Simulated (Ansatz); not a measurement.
ZrPbO$_{3}$ (cubic perovskite)

```
ZrPbO3
1.0
    4.14129     0.00000     0.00000
    0.00000     4.14129     0.00000
    0.00000     0.00000     4.14129
Zr Pb O
1 1 3
Direct
  0.00000   0.00000   0.00000
  0.50000   0.50000   0.50000
  0.50000   0.00000   0.00000
  0.00000   0.50000   0.00000
  0.00000   0.00000   0.50000
```

E(V) scan at fixed shape, V₀ the volume above. Symmetry pins the atoms to their sites.

Computed with PBEsol (plane waves to 420 eV, PAW, scalar-relativistic; Ansatz, a first-principles code). k mesh 8×8×8 (Γ-centred), Fermi-Dirac smearing 0.05 eV. The energy includes the smearing's −TS. Stress and pressure are positive under compression. Spin-orbit coupling is left out, though Pb is heavy. This is a high-temperature form of ZrPbO3. ZrPbO3 is run without spin polarisation. ZrPbO3 was relaxed with its symmetry unable to fall. ΔE is measured from the relaxed starting cell.

```
V (Å³/atom)  ΔE (meV/atom)
-----------  -------------
11.932               262.1
12.387               157.0
12.841                82.8
13.296                34.6
13.750                 8.1
14.205                 0.0
14.659                 7.3
15.114                27.5
15.568            withheld
16.023                99.0
16.478               147.1
```

**Question.** Fit a third-order Birch-Murnaghan form (E₀, V₀, B₀, B₀′ free) to the given rows and predict ΔE at V = 15.568.

**Answer.** Least squares on the 10 given rows: ΔE = E₀ + (9V₀B₀/16)·y²·[2 + (B₀′ − 4)y], y = (V₀/V)^(2/3) − 1, with V₀ = 14.205 Å³/atom, B₀ = 169.1 GPa (160.2 GPa = 1 eV/Å³; the term in eV is multiplied by 1000), B₀′ = 4.37, E₀ = 0.02 meV/atom; root-mean-square residual 0.05 meV/atom. At 15.568 the fit gives 58.6 meV/atom; the calculation gives 58.7 meV/atom, so the interpolation is off by -0.1 (-0.2 %). For the pressure the fit gives -12.7 GPa against the computed -12.7 GPa.

(A scan under strain: stresses follow from slopes of the energy per volume, elastic moduli from its curvatures.)
